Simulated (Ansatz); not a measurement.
## Calculated electric field gradients for P2O3

The cell is a Materials Project structure (computed, not necessarily an observed phase).

Space group P2_1/m (No. 11); a = 6.6612, b = 8.4871, c = 7.1844 Å, β = 108.35°.

```
site  Wyckoff  site symmetry       x       y       z
  P1       4f              1  0.7485  0.9249  0.8653
  P5       2e              m  0.6385  0.2500  0.3592
  P7       2e              m  0.2604  0.2500  0.4957
  O9       2e              m  0.1812  0.2500  0.0298
 O11       4f              1  0.8113  0.9008  0.6602
 O15       4f              1  0.4865  0.9007  0.7776
 O17       2e              m  0.4788  0.7500  0.4674
```

One atom of each set is listed.

Method: Kohn–Sham DFT in Ansatz, PBE, plane waves and PAW, scalar-relativistic, 420 eV cutoff, Γ-centred 4×3×4 k-points, Fermi–Dirac smearing 0.02 eV.

Conventions: |V_zz| ≥ |V_yy| ≥ |V_xx|, η = (V_xx − V_yy)/V_zz, C_Q = eQV_zz/h.

¹⁷O: I = 5/2, Q = -25.58 mb. Nuclear quadrupole moments: year-2017 set (Pyykkö).

Question: Give the quadrupolar parameters of the distinct sites.

Answer: 

| site | atoms | first shell | V_zz (10²¹ V/m²) | η | C_Q (MHz) |
| --- | --- | --- | --- | --- | --- |
| P1 | 4 | 3 O at 1.66–1.67 Å | -15.94 | 0.00 | – |
| P5 | 2 | 3 O at 1.67 Å | -15.97 | 0.00 | – |
| P7 | 2 | 3 O at 1.67 Å | -16.07 | 0.01 | – |
| O9 | 2 | 2 P at 1.66 Å, angle 126° | 11.64 | 0.48 | -7.20 |
| O11 | 4 | 2 P at 1.67 Å, angle 126° | 11.54 | 0.49 | -7.14 |
| O15 | 4 | 2 P at 1.67 Å, angle 126° | 11.49 | 0.50 | -7.11 |
| O17 | 2 | 2 P at 1.67 Å, angle 126° | 11.51 | 0.50 | -7.12 |

At O9, O11, O15 and O17 V_zz runs parallel to the line that joins its two neighbours (within 1°) in each case. At P1, P5 and P7 V_zz stands upright on the plane through its three neighbours (within 1°) in each case.

P has no stable isotope with a ground-state quadrupole moment in the table, so no C_Q is given.
